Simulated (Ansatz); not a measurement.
All numbers below come from DFT PBE, scalar-relativistic, plane waves, PAW (Ansatz). Settings: cutoff 420 eV, Γ-centred meshes spaced at most about 0.3 Å⁻¹, and about 0.25 Å⁻¹ or finer for metals (2π included), Gaussian smearing. Collinear spin in cells that started with moments and kept them past the coarse steps, no spin elsewhere.

These are static total energies at zero pressure.

Two relaxed structures of Al4CoNi3:

A. (site moments Co 0.6; Ni 0.1 μB) Space group P4/mmm (No. 123), tetragonal, a = 4.083 Å, c = 5.767 Å. Al is surrounded by 2 Co at 2.49 Å, 6 Ni at 2.49–2.50 Å and 6 Al at 2.87–2.90 Å; around Co lie 8 Al at 2.49 Å and 6 Ni at 2.88–2.89 Å; around Ni on its first site lie 8 Al at 2.50 Å and 6 Ni at 2.88–2.89 Å; Ni on its second site has 8 Al at 2.49 Å, 2 Ni at 2.88 Å and 4 Co at 2.89 Å; Ni on its third site is surrounded by 8 Al at 2.50 Å, 2 Co at 2.88 Å and 4 Ni at 2.89 Å.

B. (site moments Co 0.7 μB) Space group Im-3m (No. 229), cubic, a = 5.774 Å. Al has 2 Co at 2.50 Å, 6 Ni at 2.50 Å and 6 Al at 2.89 Å; around Co lie 8 Al at 2.50 Å and 6 Ni at 2.89 Å; around Ni lie 8 Al at 2.50 Å, 2 Co at 2.89 Å and 4 Ni at 2.89 Å.

Question: Which placement of the atoms is lower in energy, and by how much?

Answer: They are level within the accuracy (3 meV/atom apart, with B the lower in these runs). The two share one framework of sites and differ in which element sits where. A has space group P4/mmm (No. 123), 12.0 Å³/atom and no gap on its mesh; B has space group Im-3m (No. 229), 12.0 Å³/atom and no gap. Counting all near atoms (those within 1.25 times the shortest distance at each site; a plus sign parts nearer from farther groups), A and B both have Al 8+6, Co 8+6, Ni 8+6. Both come from invented guesses.

The k mesh leaves some 4 meV/atom of noise in the energy of each metallic cell. Another magnetic order may lie lower. Cells relaxed within their symmetry can be saddle points.
